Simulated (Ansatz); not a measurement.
Electric field gradients in PbO₂

```
Pb O
1.0
     4.95780    0.00000    0.00000
     0.00000    4.95780    0.00000
     0.00000    0.00000    3.38780
Pb O
2 4
Direct
  0.00000 0.00000 0.00000
  0.50000 0.50000 0.50000
  0.30670 0.30670 0.00000
  0.19330 0.80670 0.50000
  0.69330 0.69330 0.00000
  0.80670 0.19330 0.50000
```

Atoms are numbered in the order listed.

The geometry is COD entry 9011216, unchecked; take it as a test cell.

Levels of theory: DFT, PBE, all-electron PAW with datasets made for the crystal, scalar-relativistic (Ansatz 0.2.0); DFT, PBE, PAW with Ansatz's default frozen-core files, scalar-relativistic (Ansatz 0.2.0).

For the crystal-made all-electron datasets (AE datasets): a Γ-centred 4×4×6 k mesh, Fermi–Dirac smearing of 0.01 eV, cutoff 400 eV (chosen by the program for this cell), no spin polarisation. PAW takes a cutoff of 420 eV at this cell. The Ansatz runs share mesh, smearing and spin set-up.

Spin–orbit coupling is left out, which moves gradients at and beside heavy atoms by some per cent and at worst by a factor of two.

Vzz is the principal value of largest size of the traceless field-gradient tensor, in 10²¹ V/m², and η = (Vxx − Vyy)/Vzz with |Vzz| ≥ |Vyy| ≥ |Vxx|.

```tsv
site	site symmetry	Vzz (η), AE datasets	Vzz (η), PAW
Pb1	m.mm	13.86 (η = 0.48)	13.42 (η = 0.49)
O3	m.2m	-12.47 (η = 0.20)	-12.57 (η = 0.20)
```

The Cartesian tensor at Pb1 from AE datasets, in 10²¹ V/m²:

```
  5.13  -8.73   0.00
 -8.73   5.13   0.00
  0.00   0.00 -10.25
```

Task: Along which direction does its largest principal axis point?

Result: (0.71, -0.71, 0.00) in the Cartesian frame of the cell.

Task: Taking Q(O-17) = -0.0256 b, what quadrupole coupling constant follows at O3 from AE datasets?

Result: Cq = eQVzz/h = 24.180 MHz × -0.0256 × (-12.47) = 7.72 MHz.
